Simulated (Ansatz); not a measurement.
YSi2: frozen-core PAW against all-electron methods

```
CELL_PARAMETERS angstrom
3.75340 0.00000 0.00000
-1.87670 3.25054 0.00000
0.00000 0.00000 4.14000
ATOMIC_POSITIONS crystal
Y 0.00000 0.00000 0.00000
Si 0.33333 0.66667 0.50000
Si 0.66667 0.33333 0.50000
```

Atoms are numbered in the order listed.

The geometry is COD entry 4344493, unchecked; take it as a test cell. The listed cell was then made from it by scaling, straining or moving an atom.

Spin polarisation is left out, and whether a magnetic state lies lower isn't shown here.

Methods: DFT, PBEsol, PAW with Ansatz's default frozen-core files, scalar-relativistic (Ansatz 0.2.0); DFT, PBEsol, all-electron PAW with datasets made for the crystal, scalar-relativistic (Ansatz 0.2.0); DFT, PBEsol, all-electron LAPW, scalar-relativistic (Ansatz 0.2.0).

For PAW: a Γ-centred 12×12×10 k mesh, Fermi–Dirac smearing of 0.05 eV, cutoff 420 eV, no spin polarisation; the PAW files were made with PBE, and the program remakes their frozen cores for this functional. The crystal-made all-electron datasets (AE datasets) take a cutoff of 240 eV at this cell. LAPW targets a basis error of 1 meV/atom. The Ansatz runs share mesh, smearing and spin set-up. Plane-wave (PAW) pressures include the program's estimate of the Pulay term.

Stress and pressure are positive in compression.

The change that made this cell: equal xx and yy strain of -2 %.

| quantity | PAW | AE datasets | LAPW |
| --- | --- | --- | --- |
| pressure (GPa) | 16.44 | 16.35 | 16.36 |
| stress xx (GPa) | 24.66 | 24.53 | 24.54 |
| stress zz (GPa) | 0.00 | -0.02 | -0.02 |

PAW's pressure differs from the LAPW value by +0.08 GPa.
